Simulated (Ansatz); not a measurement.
Given:

O:
```cif
data_O4
_chemical_formula_sum 'O4'
_space_group_name_H-M_alt 'I41/amd :1'
_space_group_IT_number 141
_space_group_name_Hall 'I 4bw 2bw -1bw'
_cell_length_a 3.46934
_cell_length_b 3.46934
_cell_length_c 2.91007
_cell_angle_alpha 90.000
_cell_angle_beta 90.000
_cell_angle_gamma 90.000
loop_
_atom_site_label
_atom_site_type_symbol
_atom_site_symmetry_multiplicity
_atom_site_Wyckoff_symbol
_atom_site_fract_x
_atom_site_fract_y
_atom_site_fract_z
_atom_site_occupancy
O1 O 4 a 0.00000 0.00000 0.00000 1
```
(The calculation used a cell of 2 atoms; values per cell refer to that cell.)

This is the PBE-relaxed structure.

### Question
All from DFT-PBE in the program Ansatz with PAW potentials, unless another level is named. Estimate the electronic character.

### Answer
metallic (no gap).

### Question
Give the density of states at the Fermi level.

### Answer
0.21 states/eV per atom (mean over ±0.08 eV).

Space group I4_1/amd. A made-up cell: these elements were put on the sites of a structure type; neither database checked (COD, Materials Project) lists it. It is not the usual solid phase (space group No. 12). The PBE relaxation kept the symmetry of its start; its stability against distortions is not shown here. The workflow began spin-polarised and lost its moments. The substance is a gas or liquid at ambient conditions. A crystal of weakly bound molecules computed without a dispersion correction: the cell and the soft elastic constants depend strongly on that.

Potentials: the later of the program's two PAW sets.
